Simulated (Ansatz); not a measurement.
## How much do the gradients of LiCu₂B₂H₈Cl₂O₈ depend on the method?

Cell: a computed structure from the Materials Project (it need not be an observed phase).

Space group P-4 (No. 81); a = 6.4185, c = 5.3980 Å.

| site | Wyckoff | site symmetry | x | y | z |
| --- | --- | --- | --- | --- | --- |
| Li | 1d | -4.. | 0.5000 | 0.5000 | 0.5000 |
| Cu | 2g | 2.. | 0.5000 | 0.0000 | 0.8650 |
| B4 | 1a | -4.. | 0.0000 | 0.0000 | 0.0000 |
| B5 | 1c | -4.. | 0.5000 | 0.5000 | 0.0000 |
| H6 | 4h | 1 | 0.1476 | 0.1765 | 0.7404 |
| H8 | 4h | 1 | 0.6696 | 0.7225 | 0.1840 |
| Cl | 2g | 2.. | 0.5000 | 0.0000 | 0.3508 |
| O16 | 4h | 1 | 0.5694 | 0.3278 | 0.8351 |
| O18 | 4h | 1 | 0.0552 | 0.8182 | 0.1565 |

One atom of each set is listed.

First run. All values are calculated (Ansatz; DFT, PBE, plane waves and PAW, scalar-relativistic, 420 eV cutoff, Γ-centred 5×5×6 k-points, Fermi–Dirac smearing 0.05 eV), not measured.

```json
{"site": "Li", "V_zz (10²¹ V/m²)": "-0.21", "η": "0.00"}
{"site": "Cu", "V_zz (10²¹ V/m²)": "2.80", "η": "0.65"}
{"site": "B4", "V_zz (10²¹ V/m²)": "-0.091", "η": "0.00"}
{"site": "B5", "V_zz (10²¹ V/m²)": "-0.022", "η": "0.00"}
{"site": "H6", "V_zz (10²¹ V/m²)": "3.72", "η": "0.11"}
{"site": "H8", "V_zz (10²¹ V/m²)": "3.49", "η": "0.09"}
{"site": "Cl", "V_zz (10²¹ V/m²)": "4.48", "η": "0.02"}
{"site": "O16", "V_zz (10²¹ V/m²)": "10.50", "η": "0.93"}
{"site": "O18", "V_zz (10²¹ V/m²)": "-13.17", "η": "0.69"}
```

Second run. The same atoms and settings, except that the functional is r2SCAN and the cutoff is 500 eV.

Question: Given the first result, estimate the second.

Answer: 

| site | V_zz | η | change of V_zz |
| --- | --- | --- | --- |
| Li | -0.19 | 0.00 | +0.02 |
| Cu | 3.86 | 0.84 | +1.06 |
| B4 | -0.092 | 0.00 | 0.00 |
| B5 | -0.035 | 0.00 | -0.01 |
| H6 | 3.63 | 0.11 | -0.09 |
| H8 | 3.40 | 0.09 | -0.09 |
| Cl | 3.64 | 0.02 | -0.84 |
| O16 | 10.92 | 0.90 | +0.42 |
| O18 | -13.28 | 0.73 | -0.11 |

The largest change of V_zz is on Cu, from 2.80 to 3.86. In per cent, |V_zz| changes by +38 on Cu, -2 on H, -19 on Cl, +1 to +4 on O (all sites that start above 2). Where |V_zz| stays above 0.1, η moves most on Cu, from 0.65 to 0.84.

With no gap above 0.1 eV, as in a metal, the gradients converge slowly in k; expect changes of a tenth or more on a denser mesh. Semilocal functionals can leave a metal where correlation in the d or f shell opens a gap in the real compound, and that would change the values at and beside Cu. With these PAW files V_zz is typically within 2 to 3 % of all-electron values, but misses above 10 % occur on Li.
For the second run: The largest force is 0.6 eV/Å, so the atoms aren't at the calculated equilibrium and relaxing them would move these values.
